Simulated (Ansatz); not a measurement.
In₃Sb (Pm-3m), clamped-ion strain scan

The calculation used DFT PBEsol+D3(BJ), scalar-relativistic, plane waves, PAW in Ansatz 0.2.0. Cutoff 420 eV, Γ-centred 10×10×10 k-points, Gaussian smearing of 0.15 eV. No spin polarisation. Energies are free energies at this smearing, counted from the undisturbed cell; pressure is positive in compression.

Reference structure (relaxed at this level; it needn't be the usual structure):

```xyz
4
Lattice="4.6402 0.0000 0.0000 0.0000 4.6402 0.0000 0.0000 0.0000 4.6402" Properties=species:S:1:pos:R:3 pbc="T T T"
In    2.3201    2.3201    0.0000
In    2.3201    0.0000    2.3201
In    0.0000    2.3201    2.3201
Sb    0.0000    0.0000    0.0000
```

The cell is strained by ε times the Voigt pattern (0, 0, 1, 0, 0, 0) (xx, yy, zz, yz, xz, xy; engineering shear) with fractional coordinates fixed. The cell is metallic on the mesh throughout.

```
      ε  ΔE (meV/atom) stress summed along the pattern (GPa, tension positive)
-0.0400            4.2                                                    -1.72
-0.0200            0.8                                                    -0.57
 0.0000            0.0                                                     0.02
 0.0100            0.3                                                     0.37
 0.0300            2.8                                                     1.28
 0.0400            5.2                                                     1.81
```

Cost: 6 runs of about 1.9 core-minutes in all, on Intel Xeon Platinum 8488C (Sapphire Rapids) (shared hosts).